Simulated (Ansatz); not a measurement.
An Ansatz (an electronic-structure program) run. Input:

Ansatz 0.2 input:
```yaml
crystal:
  lattice:
    - [4.0274978288, 0.0, 0.0]
    - [-2.0137489144, 3.4879154334, 0.0]
    - [0.0, 0.0, 3.8755371453]
  atoms:
    - { symbol: Y, position: [0.0, 0.0, 0.0] }
    - { symbol: Si, position: [0.3333333333, 0.6666666667, 0.5] }
    - { symbol: Si, position: [0.6666666667, 0.3333333333, 0.5] }
kpoints:
  mp_grid: { grid: [12, 12, 11] }
hamiltonian:
  xc: lda
  pseudopotentials: { kind: paw }
scf:
  occupations: { method: fermi_dirac, width: 0.1 }
phonons:
  method: dfpt
  response_accuracy: low
  eigenvectors: true
  rigid_motions: translations
```

Output (shortened):

```
Pseudopotential: Y, paw, valence charge 11
Pseudopotential: Si, paw, valence charge 4
Functional definition: SPW92
Crystal: 3 atoms, lattice volume = 54.442 Å³
Basis set: ecut = 420 eV, 1081 PW (Γ), exchange–correlation on 54×54×54 points (8 copies of the dense FFT grid, shifted against one another)
Bands: 14, of which v1, the nominal top of the filled ones, is band 10 counted from 1 (9 counted from 0)
Symmetry: 24 space group operations
k-points: 258 of 1584 (irreducible under 4 space group operations, time reversal used)
SCF iter   1: F=—  HF=-4964.763564 eV  |F-HF|=—  |Δ(HF+E_count)|=         —  Δρ=4.72e-3  dr2=6.42e-3  ethr=1.77e-3  ⟨swp⟩=5.2  Hψ=21062  notcnv=0
preconditioner: auto → none
SCF iter   2: F=—  HF=-4964.762002 eV  |F-HF|=—  |Δ(HF+E_count)|=   1.56e-3  Δρ=2.69e-3  dr2=2.39e-3  ethr=3.38e-5  ⟨swp⟩=1.0  Hψ=5679  notcnv=0
SCF iter   3: F=—  HF=-4964.761331 eV  |F-HF|=—  |Δ(HF+E_count)|=   6.71e-4  Δρ=2.55e-4  dr2=5.70e-5  ethr=1.26e-5  ⟨swp⟩=3.0  Hψ=6229  notcnv=0
SCF iter   4: F=—  HF=-4964.761312 eV  |F-HF|=—  |Δ(HF+E_count)|=   1.87e-5  Δρ=7.79e-5  dr2=6.79e-6  ethr=3.00e-7  ⟨swp⟩=2.0  Hψ=5108  notcnv=0
SCF iter   5: F=—  HF=-4964.761312 eV  |F-HF|=—  |Δ(HF+E_count)|=   1.89e-7  Δρ=4.05e-5  dr2=2.08e-6  ethr=3.58e-8  ⟨swp⟩=2.3  Hψ=5857  notcnv=0
SCF iter   6: F=—  HF=-4964.761312 eV  |F-HF|=—  |Δ(HF+E_count)|=   1.99e-7  Δρ=9.68e-6  dr2=7.95e-8  ethr=1.10e-8  ⟨swp⟩=2.7  Hψ=5765  notcnv=0
SCF iter   7: F=—  HF=-4964.761312 eV  |F-HF|=—  |Δ(HF+E_count)|=   2.80e-8  Δρ=1.20e-6  dr2=6.63e-10  ethr=4.18e-10  ⟨swp⟩=2.1  Hψ=6022  notcnv=0
SCF iter   8: F=-4964.761312 eV  HF=-4964.761312 eV  |F-HF|=4.55e-12  |Δ(HF+E_count)|=  3.88e-10  Δρ=1.53e-7  dr2=6.61e-12  ethr=1.00e-12  ⟨swp⟩=4.0  Hψ=17370  notcnv=0
SCF 1 converged in 8 iterations: F = -4964.761312 eV  dr2 = 6.61e-12
DFPT response loops at Γ: preconditioner auto → Kerker (q_TF=auto, 2.289 Å⁻¹) (partly filled bands, converged f_vac=0.000) …
SCF converged after 8 iterations
Free energy (F): -4964.761312 eV
Harris-Foulkes:  -4964.761312 eV  (|F-HF|=4.55e-12)
Internal energy: -4964.707934 eV  (E = F + TS)
E sigma→0 (E₀):  -4964.734623 eV
Entropy (-TS):   -0.053378 eV (-17.793 meV/atom)
Fermi energy:    11.380056 eV
--- Per-component energies (eV) ---
  E_band       = -58.446523
  E_kinetic    = 393.343798
  E_local      = -590.368640  (includes V_loc(G=0)·N_el)
  E_nonlocal   = 107.737274
  E_hartree    = 195.533603
  E_xc         = -285.250108
  E_vxc        = -297.917025  (∫ρ·V_xc dr)
  E_paw        = -3696.659229  (= ΣΔE_a)
  E_vpaw       = -62.309136  (= ΣTr[D̂ρ^β])
  E_aug_tail   = 0.000013  (compensation charges beyond the density's cutoff)
  E_ewald      = -1089.542892
  E_core_change = 0.498247  (= ΣΔE_core)
  E_smearing   = -0.053378  (= −TS)
  E_closure    = 0.000000  (closes the sum)
  Σ components = -4964.761312   (vs F -4964.761312, Δ=0.00e0)
  [band-id]    e_kinetic+e_local+e_nonlocal+2·e_hartree+e_vxc+e_vpaw+e_augmentation_tail = -58.446510   (vs E_band -58.446523, Δ=1.34e-5)
--- Band table (eV; the first three rows and the last of 258) ---
  k-point 0: bands = ["-30.9823", "-11.0553", "-11.0392", "-11.0392", "-0.9356", "7.8168", "7.8168", "9.3206", "9.8559", "10.2108", "12.4496", "12.4496", "13.9851", "13.9851"]
  k-point 1: bands = ["-30.9814", "-11.0753", "-11.0375", "-11.0375", "-0.8592", "7.8730", "7.8730", "8.4868", "10.2739", "10.6318", "11.9920", "11.9920", "14.5933", "14.5933"]
  k-point 2: bands = ["-30.9792", "-11.1282", "-11.0328", "-11.0328", "-0.6443", "7.4355", "8.0362", "8.0362", "10.4586", "11.3003", "11.3003", "11.5937", "14.0358", "14.0358"]
  k-point 257: bands = ["-30.9609", "-11.2214", "-11.1642", "-11.0947", "1.4325", "3.5129", "6.5442", "7.5647", "8.7380", "12.5360", "13.4621", "13.9857", "15.1570", "15.7076"]
--- Phonons (Γ-DFPT): 4 representative perturbations + reference, on 258 of 1584 k-points (Σ response iterations 9) ---
  ASR residual: 6.532e-4 → 0.000e0 eV/Å²; symmetrization residual: 3.371e-5 eV/Å²
  ASR residual per site (eV/Å²): 6.53e-4 2.89e-4 2.89e-4
  Γ frequencies (cm⁻¹): 0.00 0.00 0.00 129.33 181.76 181.76 269.48 431.84 431.84
  non-analytic LO–TO correction: not included (Born effective charges unavailable; polar crystals: no LO–TO splitting at Γ)
```

Cost: very roughly 70 core-seconds on shared cores.

Space group P6/mmm. Its axis ratio c/a = 0.96 departs by over 6 % from that of the usual cell of this phase: another minimum, or an error of the functional. Symmetry was held in the LDA relaxation. At this level the phase is mechanically unstable. The run is not spin-polarised. As this level gives no gap, phonon frequencies hold no LO–TO term and depend on the k-mesh and smearing (Fermi–Dirac, 0.1 eV here). Scalar-relativistic: spin–orbit coupling is off unless named, which matters more the heavier the elements.

Potentials: the later of the program's two PAW sets.

Ansatz is a plane-wave DFT program.
